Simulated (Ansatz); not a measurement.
CaO:
Space group Pm-3m (No. 221); a = b = c = 2.903 Å, α = β = γ = 90.00°

```tsv
atom	site	symmetry	x	y	z
Ca	1a	m-3m	0.0000	0.0000	0.0000
O	1b	m-3m	0.5000	0.5000	0.5000
```

This is the r²SCAN-relaxed structure.

All from r²SCAN in the plane-wave PAW code Ansatz, unless another level is named. Predict the bulk modulus (Birch–Murnaghan fit).

122 GPa.

Give the elastic constants (relaxed ions, GPa).

C11 = 392, C12 = -12.9, C44 = -5.3.

This is a known high-pressure phase of the composition, computed here at zero pressure and temperature. Symmetry was held in the r²SCAN relaxation. At this level the phase is mechanically unstable.

Potentials: the earlier of the program's two PAW sets.
